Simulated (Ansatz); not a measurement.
**RbCaH₃, first-principles data**

RbCaH3:
```
CELL_PARAMETERS angstrom
      4.51536     0.00000     0.00000
      0.00000     4.51536     0.00000
      0.00000     0.00000     4.51536
ATOMIC_POSITIONS crystal
  Rb 0.00000 0.00000 0.00000
  Ca 0.50000 0.50000 0.50000
  H  0.50000 0.00000 0.50000
  H  0.00000 0.50000 0.50000
  H  0.50000 0.50000 0.00000
```

Space group Pm-3m (No. 221), cubic perovskite; conventional cell a = b = c = 4.5154 Å, α = β = γ = 90.00°.

Method: r²SCAN (plane waves, PAW; program Ansatz). Structure relaxed to zero pressure with the same functional. Other levels are named where they apply.

Cell and energy:

```yaml
volume_per_atom: 18.41 Å³
density: 2.32 g/cm³
Formation energy from the elements (no fitted shifts): -0.50 eV/atom
```

Electronic structure:

```yaml
band_gap: 3.77 eV (direct)
valence_band_maximum: at M
conduction_band_minimum: at M (3 equivalent valleys)
electron_effective_mass: 0.45, 0.45, 0.69 mₑ (principal values)
Electron effective mass with spin–orbit coupling: 0.45, 0.45, 0.69 mₑ (principal values)
Hole effective mass with spin–orbit coupling: 1.2, 1.2, 3.6 mₑ (principal values)
HSE06 gap on the r²SCAN cell: 4.46 eV
Gap with spin–orbit coupling: 3.76 eV
```

Mechanics:

```yaml
Bulk modulus (Birch–Murnaghan fit): 25.7 GPa
Pressure derivative B′: 3.7
```

Charges:

```yaml
bader_charges: Rb +0.79, Ca +1.51, H -0.77 e
```

The workflow started from a Materials Project entry (that database holds measured and hypothetical structures alike); the Crystallography Open Database files this formula in space group No. 221, but the cells were not matched. Whether it is the stable phase at ambient conditions was not checked. Symmetry was held in the r²SCAN relaxation; its stability against distortions is not shown here. The references are the lowest solids computed at this level, not always the standard phases (solids in place of the gases). Spin–orbit coupling is left out wherever it is not named.

Potentials: the later of the program's two PAW sets.
